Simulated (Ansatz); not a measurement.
**Ga-69 nuclear quadrupole resonance in GaReSi**

Cell: a COD entry, ions relaxed with PBE at fixed cell.

Space group P4/nmm:1 (No. 129); a = 3.1942, c = 8.0540 Å.

```
site  Wyckoff  site symmetry       x       y       z
  Ga       2c            4mm  0.5000  0.0000  0.9145
  Si       2c            4mm  0.0000  0.5000  0.4155
  Re       2c            4mm  0.0000  0.5000  0.7297
```

One atom of each set is listed.

The numbers come from a DFT calculation in Ansatz (PBE, plane waves and PAW, scalar-relativistic, 420 eV cutoff, Γ-centred 10×10×4 k-points, Fermi–Dirac smearing 0.05 eV).

Ga-69: I = 3/2, Q = 171.0 mb (year-2017 value). Static lattice, zero field.

(1) Predict the zero-field Ga-69 lines of each site.

(2) And for ⁷¹Ga (I = 3/2, Q = 107.0 mb) on Ga?

Results:

(1) For I = 3/2 there is one line, ν = (|C_Q|/2)(1 + η²/3)^½.

```
site  atoms  V_zz (10²¹ V/m²)  C_Q (MHz)     η  line frequencies (MHz)
  Ga      2             -3.04      -12.6  0.00                    6.29
```

(2) C_Q scales with Q to -7.87 MHz, with lines at 3.94 MHz.

An axis of threefold or higher order runs through Ga, so V_zz lies along it and η is zero.

Without spin–orbit coupling the gradients at and beside Re can be off by some per cent, at some sites by more. With a gap of 0.16 eV under a smearing of 0.05 eV the band edges are partly filled, so small gradients can hang on the smearing and the k-mesh.
